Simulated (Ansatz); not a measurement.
Here is the system:

KCl (rock salt, space group No. 225), a = 6.345 Å, b = 6.345 Å, c = 6.345 Å, α = 90.00°, β = 90.00°, γ = 90.00°; the cell used has 2 atoms.

This is the HSE06-relaxed structure.

Question: All from HSE06 in the plane-wave PAW code Ansatz, unless another level is named. Estimate the band gap.

Answer: 6.41 eV (direct).

Question: Next, the valence-band maximum?

Answer: at Γ.

Space group Fm-3m (rock salt). The cell was relaxed with HSE06 under the symmetry of its start. The hybrid was solved on a coarse mesh, the path and, where they were found, the r²SCAN edge points; its band edges are the extreme levels among these.

Potentials: the later of the program's two PAW sets.
